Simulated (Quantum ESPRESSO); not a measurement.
# Si3AlC3N: input and log of a self-consistent run

Computed values, not a measurement. The program is pw.x of Quantum ESPRESSO 7.5 (plane-wave density functional theory). The cell is made up: 8 atoms on a wurtzite lattice, with randomly drawn elements, strain and displacements, not relaxed. PseudoDojo standard norm-conserving files (v0.5 for PBE, v0.4.1 for LDA and PBEsol) set the functional; there is no spin polarisation, spin-orbit coupling or dispersion term, and the masses in the input are unused placeholders.

Input:

```
&control calculation='scf', pseudo_dir='./dojo.nc.sr.pbe.v0_5.standard.upf', outdir='./o', disk_io='medium', tprnfor=.true., tstress=.true. /
&system ibrav=0, nat=8, ntyp=4, nbnd=22, ecutwfc=84.00895049, nosym=.true., tot_charge=0,
 occupations='smearing', smearing='fd', degauss=0.0018374661
/
&electrons conv_thr=7.350e-09, electron_maxstep=60, /
ATOMIC_SPECIES
Al 1.0 Al.upf
C 1.0 C.upf
N 1.0 N.upf
Si 1.0 Si.upf
CELL_PARAMETERS angstrom
3.1551 0.0 0.0
0.0 5.4649 0.0
0.0 0.0 5.1524
ATOMIC_POSITIONS angstrom
Si 0.1033 -0.0235 0.054
Si 1.6704 2.7671 0.0633
Al 1.7493 0.9855 2.4969
Si -0.1001 3.6217 2.5366
C 0.0456 0.1472 1.8739
C 1.6822 2.75 1.9715
N 1.5254 0.86 4.6152
C 0.0037 3.6741 4.5746
K_POINTS automatic
6 4 4 1 1 1
```

The log is shortened where brackets say so; the opening notice, blank lines, dates and the lines on written files are dropped, and the path of the files is cut. It prints rydbergs, bohrs and kilobars, and counts compression as positive stress. With no partly filled state, the Fermi energy that it prints is only some level between the filled and the empty states on the mesh, and need not lie in the true gap.

```
     Program PWSCF v.7.5
     Parallel version (MPI & OpenMP), running on       1 processor cores
     Number of MPI processes:                 1
     Threads/MPI process:                     1
     [start-up lines left out]
     bravais-lattice index     =            0
     lattice parameter (alat)  =       5.9623  a.u.
     unit-cell volume          =     599.5170 (a.u.)^3
     number of atoms/cell      =            8
     number of atomic types    =            4
     number of electrons       =        32.00
     number of Kohn-Sham states=           22
     kinetic-energy cutoff     =      84.0090  Ry
     charge density cutoff     =     336.0358  Ry
     scf convergence threshold =      7.3E-09
     mixing beta               =       0.7000
     number of iterations used =            8  plain     mixing
     Exchange-correlation= PBE
                           (   1   4   3   4   0   0   0)
     [axes and pseudopotential details left out]
   Cartesian axes
     site n.     atom                  positions (alat units)
         1        Si     tau(   1) = (   0.0327406  -0.0074483   0.0171151  )
         2        Si     tau(   2) = (   0.5294285   0.8770245   0.0200628  )
         3        Al     tau(   3) = (   0.5544357   0.3123514   0.7913854  )
         4        Si     tau(   4) = (  -0.0317264   1.1478875   0.8039682  )
         5        C      tau(   5) = (   0.0144528   0.0466546   0.5939273  )
         6        C      tau(   6) = (   0.5331685   0.8716047   0.6248613  )
         7        N      tau(   7) = (   0.4834712   0.2725746   1.4627746  )
         8        C      tau(   8) = (   0.0011727   1.1644956   1.4499065  )
     number of k points=    48  Fermi-Dirac smearing, width (Ry)=  0.0018
                       cart. coord. in units 2pi/alat
        k(    1) = (   0.0833333   0.0721674   0.0765444), wk =   0.0416667
        k(    2) = (   0.0833333   0.0721674   0.2296333), wk =   0.0416667
     [further k points left out]
     Dense  grid:    62295 G-vectors     FFT dimensions: (  36,  64,  60)
     Estimated max dynamical RAM per process >      72.56 MB
     Initial potential from superposition of free atoms
     starting charge      31.9956, renormalised to      32.0000
     Starting wfcs are   32 randomized atomic wfcs
     total cpu time spent up to now is        8.4 secs
     per-process dynamical memory:    56.7 Mb
     Self-consistent Calculation
     iteration #  1     ecut=    84.01 Ry     beta= 0.70
     Davidson diagonalization with overlap
     ethr =  1.00E-02,  avg # of iterations =  3.0
     total cpu time spent up to now is       24.7 secs
     total energy              =     -86.15230594 Ry
     estimated scf accuracy    <       2.10405908 Ry
     iteration #  2     ecut=    84.01 Ry     beta= 0.70
     Davidson diagonalization with overlap
     ethr =  6.58E-03,  avg # of iterations =  2.0
     total cpu time spent up to now is       41.1 secs
     total energy              =     -86.66069412 Ry
     estimated scf accuracy    <       1.42218261 Ry
     iteration #  3     ecut=    84.01 Ry     beta= 0.70
     Davidson diagonalization with overlap
     ethr =  4.44E-03,  avg # of iterations =  2.0
     total cpu time spent up to now is       53.4 secs
     total energy              =     -86.95778664 Ry
     estimated scf accuracy    <       0.11869499 Ry
     iteration #  4     ecut=    84.01 Ry     beta= 0.70
     Davidson diagonalization with overlap
     ethr =  3.71E-04,  avg # of iterations =  3.9
     total cpu time spent up to now is       66.5 secs
     total energy              =     -86.97844724 Ry
     estimated scf accuracy    <       0.00906504 Ry
     iteration #  5     ecut=    84.01 Ry     beta= 0.70
     Davidson diagonalization with overlap
     ethr =  2.83E-05,  avg # of iterations =  9.0
     total cpu time spent up to now is       82.8 secs
     total energy              =     -86.98104764 Ry
     estimated scf accuracy    <       0.00254479 Ry
     [iterations 6 to 7 left out]
     iteration #  8     ecut=    84.01 Ry     beta= 0.70
     Davidson diagonalization with overlap
     ethr =  2.07E-07,  avg # of iterations =  2.5
     total cpu time spent up to now is      121.9 secs
     total energy              =     -86.98144707 Ry
     estimated scf accuracy    <       0.00000621 Ry
     iteration #  9     ecut=    84.01 Ry     beta= 0.70
     Davidson diagonalization with overlap
     ethr =  1.94E-08,  avg # of iterations =  3.6
     total cpu time spent up to now is      139.0 secs
     total energy              =     -86.98144907 Ry
     estimated scf accuracy    <       0.00000186 Ry
     iteration # 10     ecut=    84.01 Ry     beta= 0.70
     Davidson diagonalization with overlap
     ethr =  5.82E-09,  avg # of iterations =  2.0
     total cpu time spent up to now is      153.8 secs
     total energy              =     -86.98144914 Ry
     estimated scf accuracy    <       0.00000043 Ry
     iteration # 11     ecut=    84.01 Ry     beta= 0.70
     Davidson diagonalization with overlap
     ethr =  1.36E-09,  avg # of iterations =  2.0
     total cpu time spent up to now is      167.9 secs
     total energy              =     -86.98144922 Ry
     estimated scf accuracy    <       0.00000004 Ry
     iteration # 12     ecut=    84.01 Ry     beta= 0.70
     Davidson diagonalization with overlap
     ethr =  1.20E-10,  avg # of iterations =  2.1
     total cpu time spent up to now is      185.5 secs
     End of self-consistent calculation
          k = 0.0833 0.0722 0.0765 (  7802 PWs)   bands (ev):
    -7.7947  -5.1292  -3.0872  -1.9081   0.4804   1.1978   3.1285   3.4348
     4.2046   5.1836   5.9912   6.3651   6.9961   7.6926   8.4864   8.8553
    11.0674  11.9590  12.4472  13.9885  14.5907  15.0164
     [levels at the other k points left out]
     the Fermi energy is     9.8515 ev
!    total energy              =     -86.98144924 Ry
     estimated scf accuracy    <          3.4E-09 Ry
     smearing contrib. (-TS)   =      -0.00000000 Ry
     internal energy E=F+TS    =     -86.98144924 Ry
     The total energy is F=E-TS. E is the sum of the following terms:
     one-electron contribution =      11.95653252 Ry
     hartree contribution      =      13.56285544 Ry
     xc contribution           =     -30.82770397 Ry
     ewald contribution        =     -81.67313323 Ry
     convergence has been achieved in  12 iterations
     Forces acting on atoms (cartesian axes, Ry/au):
     atom    1 type  4   force =    -0.05198555    0.01961909    0.04625767
     atom    2 type  4   force =    -0.05948915   -0.02834458    0.01932973
     atom    3 type  1   force =    -0.11972064   -0.05540445    0.06316350
     atom    4 type  4   force =     0.15620703    0.12677225    0.02999770
     atom    5 type  2   force =     0.09322397   -0.15213328   -0.00363450
     atom    6 type  2   force =    -0.13160660    0.06389359   -0.06050275
     atom    7 type  3   force =     0.07306224    0.06037683   -0.04073676
     atom    8 type  2   force =     0.04030869   -0.03477945   -0.05387458
     Total force =     0.382098     Total SCF correction =     0.000094
     Computing stress (Cartesian axis) and pressure
          total   stress  (Ry/bohr**3)                   (kbar)     P=      -27.51
   0.00010388   0.00010285  -0.00011180           15.28       15.13      -16.45
   0.00010285  -0.00019158   0.00009898           15.13      -28.18       14.56
  -0.00011180   0.00009898  -0.00047340          -16.45       14.56      -69.64
     init_run     :      8.07s CPU      8.22s WALL (       1 calls)
     electrons    :    168.03s CPU    177.15s WALL (       1 calls)
     forces       :      3.50s CPU      3.54s WALL (       1 calls)
     stress       :     11.96s CPU     12.03s WALL (       1 calls)
     [timing details left out]
     PWSCF        :   3m11.77s CPU   3m21.26s WALL
     JOB DONE.
```

In other units: free energy -1183.443 eV for the cell, pressure -2.75 GPa, largest force component 4.016 eV/Å. A rerun of this cell at 1437 eV and a 8 x 6 x 6 mesh moved values by no more than 0.003 eV in energy, 0.07 GPa in stress and 0.004 eV/Å in force.